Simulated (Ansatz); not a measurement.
Relaxed GaP (zinc blende):

```yaml
crystal:
  lattice:
    - [0.00000, 5.50603, 5.50603]
    - [2.75302, 0.00000, 2.75302]
    - [2.75302, 2.75302, 0.00000]
  atoms:
    - { symbol: P, position: [0.37500, 0.75000, 0.75000] }
    - { symbol: P, position: [0.87500, 0.75000, 0.75000] }
    - { symbol: Ga, position: [0.00000, 0.00000, 0.00000] }
    - { symbol: Ga, position: [0.50000, 0.00000, 0.00000] }
```

The numbers are results of PBE (plane waves to 420 eV, PAW, scalar-relativistic; Ansatz, a program for electronic structure), not measurements. k mesh 4×8×8 (Γ-centred), Fermi-Dirac smearing 0.05 eV. GaP was relaxed with its symmetry unable to fall.

One atom of the cell was then moved (with its periodic images), all else fixed, and the forces (eV/Å) came out as:

| atom | Fx | Fy | Fz |
|---|---|---|---|
| P1 | 0.883 | 0.511 | 0.511 |
| P2 | -0.136 | 0.226 | 0.226 |
| Ga3 | -0.104 | 0.062 | 0.062 |
| Ga4 | -0.643 | -0.798 | -0.798 |

Q: Which atom was moved, and by which vector (Å)?

A: Ga4, by (0.11, 0.11, 0.11), 0.19 Å in all.

(For displaced atoms, the force is minus the slope of the energy, and its curvature is a force constant, which sets phonon frequencies.)
